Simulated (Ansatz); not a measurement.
The numbers come from plane-wave PAW DFT (Ansatz): r2SCAN, no spin polarisation, 500 eV, 7×7×7 Γ-centred k points, fermi-dirac occupations (width 0.1 eV). Nothing was relaxed.

Computed maps in the lattice plane spanned by a (left to right, 5.83 Å, 18 points from zero) and b (bottom to top, 5.83 Å, 18 points from zero), 90° apart, at height 0.000 along c. The fields are smooth PAW ones with compensation charges, not the true ones near nuclei.

Valence density. Digits on a logarithmic scale: 0 up to 0.03 e/Å³, each further digit a factor of 1.6, 9 from 1.3 e/Å³ up:
```
999743210001234799
998543210011234589
775543321122334557
444444333233344444
333344444444444333
122334455655443322
011234568986543211
001234589998543100
000124699999642100
000134589998543210
011234568986543211
122334455655443322
333344444444444333
444444333233344444
775543322112334557
998543211001234589
999743210001234799
999743100000134799
```

ELF. Ten even steps from '0' (0.01) to '9' (0.92):
```
864211100000111246
542122200001232124
221244310002344212
112455432123455421
113455543334555421
012345532223554321
001234322122343100
000023220002232000
000013210501231000
000023220002232000
000134322122343210
012345532223554321
112455543334555431
112455432123455421
221244320001344212
542123210000222124
864211100000111246
985211000000011258
```

Question: The cell is CdGaAs$_{2}$. Which atoms lie within 0.2 Å of this plane, and where (fractions of a and b)?

Answer: Ga at (0.50, 0.50), Cd at (0.00, 0.00). The whole cell:
```xyz
8
Lattice="0.0000 5.8306 0.0000 5.8306 0.0000 0.0000 2.9153 2.9153 -5.8306" Properties=species:S:1:pos:R:3 pbc="T T T"
Ga    2.9153    2.9153    0.0000
Ga    5.8306    2.9153   -2.9153
As    4.2972    4.3730   -4.3730
As    1.4577    4.4488   -1.4577
As    7.3641    7.2883   -4.3730
As    4.3730    1.3819   -1.4577
Cd    0.0000    0.0000    0.0000
Cd    2.9153    5.8306   -2.9153
```

Origin: a known structure type with other elements, at an estimated volume, so it need not be a known compound. Caveats: many states at the Fermi level without spin polarisation, so a magnetic state may lie lower; atoms or cell far from equilibrium.
